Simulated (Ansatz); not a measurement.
## MgZrF6: energy from the work of forces and stress

```yaml
crystal:
  lattice:
    - [0.00000, 3.98802, 3.98802]
    - [3.98802, 0.00000, 3.98802]
    - [3.98802, 3.98802, 0.00000]
  atoms:
    - { symbol: Mg, position: [0.50000, 0.50000, 0.50000] }
    - { symbol: Zr, position: [0.00000, 0.00000, 0.00000] }
    - { symbol: F, position: [0.74762, 0.25238, 0.25238] }
    - { symbol: F, position: [0.25238, 0.74762, 0.74762] }
    - { symbol: F, position: [0.25238, 0.74762, 0.25238] }
    - { symbol: F, position: [0.74762, 0.25238, 0.74762] }
    - { symbol: F, position: [0.25238, 0.25238, 0.74762] }
    - { symbol: F, position: [0.74762, 0.74762, 0.25238] }
```

Level of theory: DFT PBEsol, scalar-relativistic, plane waves, PAW in Ansatz 0.2.0.

Cutoff 420 eV; k points 6×6×6 on the computed 8-atom cell (Γ-centred); Gaussian smearing, width 0.02 eV; no spin polarisation.

At the start the stress (GPa, compression positive, xx yy zz yz xz xy) is -0.13 -0.13 -0.13 0.00 0.00 0.00 and the forces (eV/Å) are Mg1 (0.00, 0.00, 0.00); Zr2 (0.00, 0.00, 0.00); F3 (-0.23, 0.00, 0.00); F4 (0.23, 0.00, 0.00); F5 (0.00, -0.23, 0.00); F6 (0.00, 0.23, 0.00); F7 (0.00, 0.00, -0.23); F8 (0.00, 0.00, 0.23). Each variant moves atoms by u and then strains the cell by ε, so an atom ends at (r + u)(1 + ε); shears are tensor components, each standing twice in ε. The starting volume is 126.85 Å³.

Variant 1: strain (xx yy zz yz xz xy, %) 2.49 -3.19 -0.83 -1.39 0.26 -0.86, moves (Å) Mg1 (-0.030, 0.012, -0.023); Zr2 (0.027, -0.033, 0.025); F3 (-0.003, -0.004, -0.007); F4 (-0.001, -0.006, -0.064); F5 (0.036, 0.089, 0.008); F6 (-0.056, -0.070, 0.040); F7 (0.025, 0.010, 0.024); F8 (0.003, 0.002, -0.004). There the stress is -5.41 5.40 1.18 0.71 -0.38 0.25 GPa and the forces (eV/Å) are Mg1 (0.35, -0.36, 0.46); Zr2 (-0.73, 1.08, -0.73); F3 (-0.76, -0.09, -0.01); F4 (1.15, 0.08, 0.20); F5 (-0.05, -1.97, 0.07); F6 (0.07, 1.24, -0.02); F7 (-0.09, 0.06, -0.68); F8 (0.07, -0.04, 0.71).

Variant 2: strain (xx yy zz yz xz xy, %) -3.05 -6.37 -0.68 1.06 -2.39 -0.51, moves (Å) Mg1 (0.021, 0.038, -0.048); Zr2 (-0.022, 0.025, 0.057); F3 (-0.051, 0.007, -0.012); F4 (0.028, -0.061, 0.029); F5 (-0.050, -0.036, 0.033); F6 (0.017, 0.035, -0.020); F7 (0.017, -0.036, -0.003); F8 (0.041, 0.029, -0.036). There the stress is 15.03 28.45 4.95 -0.12 0.94 -0.01 GPa and the forces (eV/Å) are Mg1 (-0.46, -0.47, 0.72); Zr2 (0.84, -1.22, -1.87); F3 (1.87, 0.06, -0.03); F4 (-2.07, -0.07, -0.14); F5 (-0.10, 4.11, -0.08); F6 (0.06, -2.43, -0.23); F7 (0.06, -0.03, 1.12); F8 (-0.20, 0.04, 0.51).

Variant 3: strain (xx yy zz yz xz xy, %) -2.70 -4.10 -3.68 1.55 -3.00 -1.20, moves (Å) Mg1 (0.055, -0.045, 0.020); Zr2 (0.009, -0.046, 0.049); F3 (-0.033, 0.044, -0.109); F4 (0.089, -0.078, -0.093); F5 (-0.069, -0.018, 0.058); F6 (-0.036, 0.002, 0.076); F7 (0.021, 0.025, 0.011); F8 (-0.037, 0.118, -0.012). There the stress is 15.46 17.00 13.70 -0.53 1.04 0.52 GPa and the forces (eV/Å) are Mg1 (-0.36, 0.37, 0.08); Zr2 (1.53, 1.22, -1.37); F3 (1.64, -0.06, -0.02); F4 (-3.07, 0.02, 0.00); F5 (-0.01, 0.87, 0.06); F6 (0.23, -2.28, -0.23); F7 (0.02, 0.06, 1.72); F8 (0.02, -0.21, -0.24).

Variant 4: strain (xx yy zz yz xz xy, %) -1.72 -1.72 -1.72 0.00 0.00 0.00, moves (Å) F3 (0.069, 0.000, 0.000); F4 (-0.069, 0.000, 0.000); F5 (0.000, 0.069, 0.000); F6 (0.000, -0.069, 0.000); F7 (0.000, 0.000, 0.069); F8 (0.000, 0.000, -0.069). There the stress is 1.86 1.86 1.86 0.00 0.00 0.00 GPa and the forces (eV/Å) are Mg1 (0.00, 0.00, 0.00); Zr2 (0.00, 0.00, 0.00); F3 (-1.96, 0.00, 0.00); F4 (1.96, 0.00, 0.00); F5 (0.00, -1.96, 0.00); F6 (0.00, 1.96, 0.00); F7 (0.00, 0.00, -1.96); F8 (0.00, 0.00, 1.96).

Q: Estimate each change of free energy from forces and stresses by the trapezoid rule along the path (r + tu)(1 + tε), t from 0 to 1, and compare with the computed change.

A: The derivative of the energy along the path is −F·u(1 + tε) for the atoms and −V σ(1 + tε)⁻¹ : ε for the cell, with F, σ and V taken at t (σ positive in compression; 1 eV/Å³ = 160.2 GPa). Averaging t = 0 and t = 1 gives, in meV per atom:
| variant | work on atoms | work on cell | sum | computed |
| --- | --- | --- | --- | --- |
| 1 | 27.3 | 16.8 | 44.1 | 42.4 |
| 2 | 35.6 | 111.1 | 146.7 | 133.7 |
| 3 | 30.5 | 80.0 | 110.5 | 103.7 |
| 4 | 55.9 | 4.2 | 60.1 | 57.7 |

The rule is exact for a quadratic energy surface and overshoots a term ct³ by c/2, so the difference between the last two columns measures the net anharmonic part along the path (terms of opposite sign can cancel, and the finite basis adds a little): 4 to 10 % here.

Cost: 5 runs of about 2.8 core-minutes in all, on Arm Neoverse V1 (shared hosts).